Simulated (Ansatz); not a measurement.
Structure relaxation, Si2Mo

The start is a generated cell, Si2Mo placed in the AFLOW prototype AB2_hP6_194_c_ad (B8_2, as in InNi2). A full variable-cell relaxation at zero pressure is run with PBEsol (plane waves to 420 eV, PAW, scalar-relativistic; Ansatz, a quantum-chemistry and plane-wave program). First-step values are on the input's coarse k-mesh.

Ansatz input (later rounds restart from its end on a renewed k-mesh):
Ansatz 0.2 input:
```yaml
crystal:
  lattice:
    - [4.2916377, 0, 0]
    - [-2.1458189, 3.7166673, 0]
    - [0, 0, 5.2584352]
  atoms:
    - { symbol: Mo, position: [0.33333333, 0.66666667, 0.25] }
    - { symbol: Mo, position: [0.66666667, 0.33333333, 0.75] }
    - { symbol: Si, position: [0, 0, 0] }
    - { symbol: Si, position: [0, 0, 0.5] }
    - { symbol: Si, position: [0.33333333, 0.66666667, 0.75] }
    - { symbol: Si, position: [0.66666667, 0.33333333, 0.25] }
basis: { ecutwfc: 420, ecutrho_ratio: 4, xc_grid: 2, fft_grid_basis: typed }
kpoints: { mp_grid: { grid: [6, 6, 5] } }
hamiltonian:
  xc: pbesol
  dispersion: none
  pseudopotentials: { azcp: { folder: ./paw }, kind: paw }
scf: { occupations: { method: fermi_dirac, width: 0.05 } }
relax: { f_tol: 0.01, max_steps: 100, cell: { stress_tol: 0.02 } }
output: { forces: true, stress: true }
```

**Question.** By how much does the energy per atom fall from start to end?

**Answer.** 0.04 eV/atom.

**Question.** How do the shortest distances between atoms change?

**Answer.** The closest pairs of elements (up to four, under 3.6 Å), start → end: Mo–Si 2.48 → 2.48 Å; Si–Si 2.63 → 2.48 Å; Mo–Mo 3.61 → 3.55 Å.

**Question.** What band gap does the relaxed structure have at this level?

**Answer.** Zero (metallic).

**Question.** Write out the relaxed structure.

**Answer.** 
```cif
data_Mo2Si4
_chemical_formula_sum 'Mo2 Si4'
_space_group_name_H-M_alt 'P63/mmc'
_space_group_IT_number 194
_space_group_name_Hall '-P 6c 2c'
_cell_length_a 4.41299
_cell_length_b 4.41299
_cell_length_c 4.95278
_cell_angle_alpha 90.000
_cell_angle_beta 90.000
_cell_angle_gamma 120.000
loop_
_atom_site_label
_atom_site_type_symbol
_atom_site_symmetry_multiplicity
_atom_site_Wyckoff_symbol
_atom_site_fract_x
_atom_site_fract_y
_atom_site_fract_z
_atom_site_occupancy
Mo1 Mo 2 c 0.33333 0.66667 0.25000 1
Si1 Si 2 a 0.00000 0.00000 0.00000 1
Si2 Si 2 d 0.66667 0.33333 0.25000 1
```

The space group stays P6₃/mmc (No. 194) (the run could not lower it); the end is AFLOW prototype AB2_hP6_194_c_ad (B8_2, as in InNi2), with 6 atoms in the primitive cell. Final values are on a 12×12×10 k-mesh of the relaxed cell. No spin polarisation in the result.

The run could not lose the symmetry of its start, so the end can be a saddle point.

All atoms sit on sites fixed by symmetry, so only the cell could relax.

The relaxed structure here is a generated cell of Si2Mo: the first start was made by placing the elements on the sites of a structure type, and the end was not matched to a known phase here, so it may be hypothetical. Known forms of Si2Mo include space group No. 139.
